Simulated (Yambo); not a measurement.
# How GW settings move the gap: BaTiO3

G0W0@PBEsol for BaTiO$_{3}$ (space group R3m, No. 160) in Yambo. Reference settings: 4×4×4 Γ-centred k mesh, bands 2 to 127 and a 8 Ry block in the screening, 127 bands in G with the Bruneval-Gonze terminator, plasmon pole fitted at 27.2 eV. The PBEsol gap Z → Γ on this mesh is 2.37 eV; G0W0 gaps are taken between the same points.

| change from the reference | G0W0 gap Z → Γ (eV) | shift of the valence edge (eV) | rough Yambo cost |
|---|---|---|---|
| reference settings | 4.01 | -0.37 | 1 |
| 51 bands in G | 3.97 | -0.35 | – |
| wavefunctions cut at 25 Ry | 4.12 | -0.31 | about 1/2 |
| no point-group symmetry | 4.02 | -0.37 | about 2× |
| 51 bands in G, no terminator | 4.06 | 0.38 | – |
| no terminator | 4.11 | -0.16 | – |

The reference isn't shown to be the converged limit. Costs are rough (shared machines), scaled to the same edge states, and given only for runs that recompute the screening.

Geometry of the Materials Project entry, not relaxed at this level; primitive cell a = b = c = 4.034 Å, α = β = γ = 89.84°.

A shift is the quasiparticle energy of the state minus its PBEsol energy.
